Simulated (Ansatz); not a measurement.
ZrGeO3:
```
CELL_PARAMETERS angstrom
      4.00922     0.00000     0.00000
      0.00000     4.00922     0.00000
      0.00000     0.00000     4.36653
ATOMIC_POSITIONS crystal
  Zr 0.50000 0.50000 0.57878
  Ge 0.00000 0.00000 0.19970
  O  0.00000 0.50000 0.44940
  O  0.50000 0.00000 0.44940
  O  0.50000 0.50000 0.01291
```

Relaxed with r²SCAN.

Problem. Give the Bader charges and basin volumes of the independent atoms, the program Ansatz at the r²SCAN level (PAW).

Solution. 

```json
[
 {"atom": "Zr1", "Bader charge (e)": "+2.62", "Bader volume (Å³)": "10.4"},
 {"atom": "Ge2", "Bader charge (e)": "+1.32", "Bader volume (Å³)": "17.4"},
 {"atom": "O3", "Bader charge (e)": "-1.33", "Bader volume (Å³)": "13.4"},
 {"atom": "O5", "Bader charge (e)": "-1.28", "Bader volume (Å³)": "15.5"}
]
```

Space group P4mm. The start of the workflow was typed in or built on a structure type; neither database checked (COD, Materials Project) lists it. Whether it is the stable phase at ambient conditions was not checked. The r²SCAN relaxation kept the symmetry of its start; its stability against distortions is not shown here. No spin polarisation was allowed.

Potentials: the later of the program's two PAW sets.
